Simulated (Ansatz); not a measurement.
Simulated powder pattern, Cu Kα, λ = 1.54184 Å (kinematic, ideal powder, no thermal factors, no anomalous dispersion; the 30 strongest lines at most, above 1 %, up to 2θ = 90°):

| 2θ (°) | I/Imax (%) |
|---|---|
| 25.07 | 35 |
| 32.65 | 69 |
| 41.60 | 100 |
| 51.46 | 10 |
| 58.26 | 20 |
| 62.28 | 22 |
| 64.42 | 17 |
| 68.41 | 8.2 |
| 74.11 | 17 |
| 81.26 | 1.5 |
| 81.43 | 16 |

The pattern belongs to a structure relaxed with the program Ansatz at the r²SCAN level (PAW).

The compound is ZrB2.

Q: Give the crystal system and the lattice parameters.

A: hexagonal, P6/mmm; a = 3.167 Å, c = 3.552 Å.

The r²SCAN relaxation kept the symmetry of its start; of distortions, only those at the zone centre were tested. No spin polarisation was allowed.

Potentials: the later of the program's two PAW sets.
